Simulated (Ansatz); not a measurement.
All numbers below come from DFT PBE, scalar-relativistic, plane waves, PAW in Ansatz. All cells share a 420 eV cutoff and Γ-centred k meshes spaced about 0.3 Å⁻¹ or finer (0.25 for metals, 2π included). No spin polarisation in the final relaxations.

All energies are static (0 K, no zero-point motion). All come from trial cells, and lower structures may exist.

Task: These unrelaxed guesses for Sc7As are each relaxed within their symmetry. Order them by the energy at which they end, lowest first.
A.

```
Sc As
1.0
     0.00000    4.37500    4.37500
     4.37500    0.00000    4.37500
     4.37500    4.37500    0.00000
Sc As
7 1
Direct
  0.50000 0.50000 0.50000
  0.50000 0.00000 0.00000
  0.00000 0.50000 0.00000
  0.00000 0.00000 0.50000
  0.00000 0.50000 0.50000
  0.50000 0.50000 0.00000
  0.50000 0.00000 0.50000
  0.00000 0.00000 0.00000
```

B.

```
Sc As
1.0
     5.84895    0.00000    0.00000
     0.00000    5.84895    0.00000
     0.00000    0.00000    4.93474
Sc As
7 1
Direct
  0.78910 0.78910 0.67179
  0.21090 0.21090 0.67179
  0.21090 0.78910 0.67179
  0.78910 0.21090 0.67179
  0.50000 0.00000 0.90995
  0.00000 0.50000 0.90995
  0.50000 0.50000 0.30136
  0.00000 0.00000 0.18804
```

Result: B (ends in P4/mmm, 0 meV/atom), A (ends in Fm-3m, 40 meV/atom).

A magnetic state wasn't ruled out in cells without spin, among them Fm-3m. With atoms moved at random, P4/mmm (by 16 meV/atom) fell into a lower structure. Without a clear test, and held by symmetry: Fm-3m. Some structure types and database cells were kept out of the candidates from the start, so a known form may be missing.
